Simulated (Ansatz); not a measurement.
Starting cell, GaN (zinc blende):

```
GaN
1.0
    0.00000     4.49791     4.49791
    2.24896     2.24896     4.49791
    2.24896     2.24896     0.00000
N Ga
2 2
Direct
  0.00000   0.75000   0.75000
  0.50000   0.75000   0.75000
  0.00000   0.00000   0.00000
  0.50000   0.00000   0.00000
```

A phonon eigenvector at X = (0.5, 0.5, 0.0) is frozen into this cell: atom i moves by Q times the vector below, so Q is the largest atomic displacement, in Å. The cell is held. It is one choice among 2 degenerate patterns. (q is in reciprocal vectors of the primitive cell; the cell shown is doubled to hold the pattern.)

```
atom       x       y      z
----  ------  ------  -----
N1     0.580   0.000  0.000
N2    -0.580   0.000  0.000
Ga3    0.000   1.000  0.000
Ga4    0.000  -1.000  0.000
```

The numbers are results of r2SCAN (plane waves to 500 eV, PAW, scalar-relativistic; Ansatz, an electronic-structure program), not measurements. k mesh 13×13×13 (Γ-centred), Fermi-Dirac smearing 0.05 eV. The energy includes the smearing's −TS. GaN was relaxed with its symmetry unable to fall. The zero of ΔE is the undisplaced structure.

Estimate the ΔE (meV/cell) for Q (Å) = -0.100, -0.083, -0.033, 0.033, 0.050.


```json
[
 {"Q (Å)": "-0.100", "ΔE (meV/cell)": "103.3"},
 {"Q (Å)": "-0.083", "ΔE (meV/cell)": "71.8"},
 {"Q (Å)": "-0.033", "ΔE (meV/cell)": "11.5"},
 {"Q (Å)": "0.033", "ΔE (meV/cell)": "11.5"},
 {"Q (Å)": "0.050", "ΔE (meV/cell)": "25.9"}
]
```

(A displaced cell: forces are minus the slopes of the energy, force constants its curvatures, and phonons follow from these.)
